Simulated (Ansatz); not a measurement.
Values for one crystal, relaxed and computed with LDA (plane waves, PAW; program Ansatz); other levels are named.

| Property | Value |
|---|---|
| Volume per atom | 25.16 Å³ |
| Band gap | 1.42 eV (direct) |
| Highest zone-centre frequency (without LO–TO term) | 347 cm⁻¹ |
| Conduction-band minimum | at Γ |
| Valence-band maximum | at Γ |
| Hole effective mass | 0.20, 0.92, 0.92 mₑ (principal values) |
| Zone-centre stability | no imaginary mode at Γ |

Problem. Pick the material that matches.
(A) Sn4Te3Se, R3m (Pearson symbol hR8)
(B) SnS2, I-42d (Sn on 4a, S on 8d)
(C) Ag2S, Pc (Ag on 2a, Ag on 2a, S on 2a)
(D) FeS2, Pnnm (Fe on 2a, S on 4g)

Solution. B, SnS2, I-42d (Sn on 4a, S on 8d)

The workflow started from a Materials Project entry (that database holds measured and hypothetical structures alike); the Crystallography Open Database copy checked does not list it. It is not the phase usual at ambient conditions (space group No. 164). The LDA relaxation kept the symmetry of its start. Scalar-relativistic: spin–orbit coupling is off unless named, which matters more the heavier the elements.

Potentials: the later of the program's two PAW sets.
